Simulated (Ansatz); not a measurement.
Computed properties of AlN

AlN:
```yaml
crystal:
  lattice:
    - [0.00000, 2.01246, 2.01246]
    - [2.01246, 0.00000, 2.01246]
    - [2.01246, 2.01246, 0.00000]
  atoms:
    - { symbol: Al, position: [0.50000, 0.50000, 0.50000] }
    - { symbol: N, position: [0.00000, 0.00000, 0.00000] }
```

Space group Fm-3m (No. 225), rock salt; conventional cell a = b = c = 4.025 Å, α = β = γ = 90.00°.

Method: the program Ansatz at the r²SCAN+D4 level (PAW). The cell and atoms are relaxed at this level. Other levels are named where they apply.

**Cell and energy**

```yaml
volume_per_atom: 8.15 Å³
density: 4.18 g/cm³
Formation energy from the elements (no fitted shifts): -1.52 eV/atom
```

**Electronic structure**

```yaml
band_gap: 5.61 eV (indirect)
valence_band_maximum: at Γ
conduction_band_minimum: at X (3 equivalent valleys)
smallest_direct_gap_on_the_standard_path: 6.67 eV
electron_effective_mass: 0.34, 0.34, 0.57 mₑ (principal values)
Hole effective mass, band 1 of 3 at the edge: 0.89 along [100], 5.2 along [110], 2.0 along [111] (mₑ)
Hole effective mass, band 2 of 3 at the edge: 0.89 along [100], 0.89 along [110], 2.0 along [111] (mₑ)
Hole effective mass, band 3 of 3 at the edge: 0.34 along [100], 0.26 along [110], 0.24 along [111] (mₑ)
HSE06 gap on the r²SCAN+D4 cell: 6.18 eV
```

**Mechanics**

```yaml
Bulk modulus (Birch–Murnaghan fit): 281 GPa
Pressure derivative B′: 3.9
Elastic constants (relaxed ions, GPa): C11 = 484, C12 = 180, C44 = 344
mechanical_stability: stable (all eigenvalues of C positive)
hill_bulk_and_shear_moduli: 281 and 247 GPa
Young's modulus: 574 GPa
Poisson's ratio: 0.16
debye_temperature_from_the_elastic_constants: 1250 K
```

**Charges**

```yaml
bader_charges: Al +2.54, N -2.54 e
```

This is a known high-pressure phase of the composition, computed here at zero pressure and temperature. Symmetry was held in the r²SCAN+D4 relaxation; whether a distortion lowers the energy is not shown. The volume moved by -38 % from the start of the relaxation. The references are the lowest solids computed at this level, not always the standard phases (solids in place of the gases).

Potentials: the earlier of the program's two PAW sets.
